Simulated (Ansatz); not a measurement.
TiN (rock salt)

```
TiN
1.0
    0.00000     2.10193     2.10193
    2.10193     0.00000     2.10193
    2.10193     2.10193     0.00000
N Ti
1 1
Direct
  0.00000   0.00000   0.00000
  0.50000   0.50000   0.50000
```

In each cell atom 1 (N, nearest neighbour Ti at 2.102 Å; its periodic images, 3.0 Å or more away, move with it) moves by s·(0.707, 0.707, 0.000) (along Cartesian [110]), the rest being held.

These are PBEsol (plane waves to 420 eV, PAW, scalar-relativistic; Ansatz, a program for electronic structure) values and carry that method's errors. k mesh 15×15×15 (Γ-centred), Fermi-Dirac smearing 0.05 eV. The energy includes the smearing's −TS. With partly filled bands, energies and forces of such displacements shift with the k mesh and the smearing. The PAW data are Ansatz's earlier set. TiN is run without spin polarisation. TiN was relaxed with its symmetry unable to fall. ΔE is measured from the undisplaced structure.

Successive frames, forces in eV/Å:

```json
[
 {"frame": "s = -0.420 Å", "ΔE (eV/cell)": "0.994", "F on N1": "(3.239, 3.239, 0.000)", "F on Ti2": "(-3.239, -3.239, 0.000)"},
 {"frame": "s = -0.336 Å", "ΔE (eV/cell)": "0.643", "F on N1": "(2.710, 2.710, 0.000)", "F on Ti2": "(-2.710, -2.710, 0.000)"},
 {"frame": "s = -0.252 Å", "ΔE (eV/cell)": "0.363", "F on N1": "(2.041, 2.041, 0.000)", "F on Ti2": "(-2.041, -2.041, 0.000)"},
 {"frame": "s = -0.168 Å", "ΔE (eV/cell)": "0.161", "F on N1": "(1.350, 1.350, 0.000)", "F on Ti2": "(-1.350, -1.350, 0.000)"}
]
```

**Question.** What are the energy and the forces in the next frame, s = -0.084 Å?

**Answer.** ΔE (eV/cell) = 0.040.

| atom | Fx | Fy | Fz |
|---|---|---|---|
| N1 | 0.680 | 0.680 | 0.000 |
| Ti2 | -0.680 | -0.680 | 0.000 |

(A displaced cell: forces are minus the slopes of the energy, force constants its curvatures, and phonons follow from these.)
